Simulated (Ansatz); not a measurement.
Consider the following.

Sr:
```cif
data_Sr2
_chemical_formula_sum 'Sr2'
_space_group_name_H-M_alt 'P 1'
_space_group_IT_number 1
_cell_length_a 6.86187
_cell_length_b 6.86187
_cell_length_c 6.86187
_cell_angle_alpha 60.000
_cell_angle_beta 60.000
_cell_angle_gamma 60.000
loop_
_space_group_symop_operation_xyz
  'x, y, z'
loop_
_atom_site_label
_atom_site_type_symbol
_atom_site_fract_x
_atom_site_fract_y
_atom_site_fract_z
_atom_site_occupancy
Sr1 Sr 0.00000 0.00000 0.00000 1
Sr2 Sr 0.25000 0.25000 0.25000 1
```

This is the r²SCAN-relaxed structure.

### Question
All from r²SCAN in the plane-wave PAW code Ansatz, unless another level is named. Give the density of states at the Fermi level.

### Answer
1.9 states/eV per atom (mean over ±0.08 eV).

### Question
What about the gap with spin–orbit coupling?

### Answer
none (metallic).

Space group Fd-3m (diamond). The start of the workflow was typed in or built on a structure type; neither database checked (COD, Materials Project) lists it. It is not the phase usual at ambient conditions (space group No. 225). The r²SCAN relaxation kept the symmetry of its start. At this level the phase is mechanically unstable. The volume moved by 28 % from the start of the relaxation. Spin–orbit coupling is left out wherever it is not named.

Potentials: the later of the program's two PAW sets.
